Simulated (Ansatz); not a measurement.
Input:

InIr$_{3}$N:
```xyz
5
Lattice="4.1607 0.0000 0.0000 0.0000 4.1607 0.0000 0.0000 0.0000 4.1607" Properties=species:S:1:pos:R:3 pbc="T T T"
In     0.0000     0.0000     0.0000
Ir     0.0000     2.0803     2.0803
Ir     2.0803     0.0000     2.0803
Ir     2.0803     2.0803     0.0000
N      2.0803     2.0803     2.0803
```

This is the PBE-relaxed structure.

Problem. All from DFT-PBE in the program Ansatz with PAW potentials, unless another level is named. Estimate the electronic character.

Solution. metallic (no gap).

Problem. And the density of states at the Fermi level?

Solution. 0.96 states/eV per atom (mean over ±0.08 eV).

Problem. And the gap with spin–orbit coupling?

Solution. none (metallic).

Space group Pm-3m (anti-perovskite). The start of the workflow was typed in or built on a structure type; neither database checked (COD, Materials Project) lists it. Whether it is the stable phase at ambient conditions was not checked. Symmetry was held in the PBE relaxation; its stability against distortions is not shown here. The workflow began spin-polarised and lost its moments. The volume moved by 16 % from the start of the relaxation. Its formation energy is positive at this level, so the cell may be metastable or incomplete. Spin–orbit coupling is left out wherever it is not named.

Potentials: the later of the program's two PAW sets.
